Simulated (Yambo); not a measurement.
GaN (wurtzite, space group P6_3mc, No. 186), G0W0@LDA in Yambo with this input:

```
rim_cut
gw0
dyson
el_el_corr
HF_and_locXC
ppa
em1d
RandQpts= 1000000
RandGvec= 1 Ry
EXXRLvcs= 84 Ry
VXCRLvcs= 336 Ry
Chimod= "HARTREE"
% BndsRnXp
 1 | 93 |
%
NGsBlkXp= 8 Ry
% LongDrXp
 1.0 | 1.0 | 1.0 |
%
PPAPntXp= 27.2114 eV
% GbndRnge
 1 | 93 |
%
GTermKind= "BG"
DysSolver= "n"
ExtendOut
```

On a 6×6×4 mesh, with wavefunctions cut at 84 Ry, the gap (Γ → Γ) is 2.898 eV and the valence edge shifts by -0.148 eV.

Task: What happens with this change: 6 Ry block?

Result: The gap falls by 0.121 eV, to 2.777 eV; the shift of the valence edge becomes -0.034 eV. Neither run is shown to be the converged limit.

The standard potential for Ga keeps a d shell in the valence without the s and p states of that shell. In tests on such compounds this moved G0W0 gaps by up to about 0.9 eV, so absolute quasiparticle energies here are unreliable; differences between settings are what counts.

Spin-orbit coupling is not included.

Geometry relaxed with LDA; primitive cell a = b = 3.150 Å, c = 5.136 Å, α = β = 90.00°, γ = 120.00°.

A shift is the quasiparticle energy of the state minus its LDA energy.
